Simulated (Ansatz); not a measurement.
Relaxed-ion elastic tensor of GaSb (zinc blende, F-43m) in GPa (Voigt order), the program Ansatz at the r²SCAN level (PAW); density 5.52 g/cm³, 28.81 Å³ per atom.

```json
[
 {"": "1", "1": "86.9", "2": "37.0", "3": "37.0", "4": "0.0", "5": "0.0", "6": "0.0"},
 {"": "2", "1": "37.0", "2": "86.9", "3": "37.0", "4": "0.0", "5": "0.0", "6": "0.0"},
 {"": "3", "1": "37.0", "2": "37.0", "3": "86.9", "4": "0.0", "5": "0.0", "6": "0.0"},
 {"": "4", "1": "0.0", "2": "0.0", "3": "0.0", "4": "43.5", "5": "0.0", "6": "0.0"},
 {"": "5", "1": "0.0", "2": "0.0", "3": "0.0", "4": "0.0", "5": "43.5", "6": "0.0"},
 {"": "6", "1": "0.0", "2": "0.0", "3": "0.0", "4": "0.0", "5": "0.0", "6": "43.5"}
]
```

Task: Is the crystal mechanically stable?

Result: Yes: the smallest eigenvalue of C is 43.5 GPa.

Task: Work out the Voigt, Reuss and Hill averages.

Result: K_V = 53.6, K_R = 53.6, K_H = 53.6; G_V = 36.1, G_R = 33.5, G_H = 34.8 GPa.

Task: Give Young's modulus, Poisson's ratio, Pugh's ratio and the universal anisotropy index.

Result: E = 9KG/(3K + G) = 85.9 GPa; ν = 0.23; K/G = 1.54 (brittle by the Pugh limit of 1.75); A_U = 5G_V/G_R + K_V/K_R − 6 = 0.38.

Task: Estimate the sound speeds and the Debye temperature.

Result: v_l = √((K + 4G/3)/ρ) = 4260 m/s, v_t = √(G/ρ) = 2510 m/s, mean 2780 m/s; Θ = (h/k)(3n/4πV)^(1/3) v_m = 270 K.

Task: Give the Zener ratio and Young's modulus along [100], [110] and [111].

Result: A = 2C44/(C11 − C12) = 1.74; 1/E = S11 − 2(S11 − S12 − S44/2)Γ with Γ = 0, 1/4, 1/3 gives 64.8, 89.6, 103 GPa.

The r²SCAN relaxation kept the symmetry of its start; of distortions, only those at the zone centre were tested. Scalar-relativistic: spin–orbit coupling is off unless named, which matters more the heavier the elements.

Potentials: the later of the program's two PAW sets.
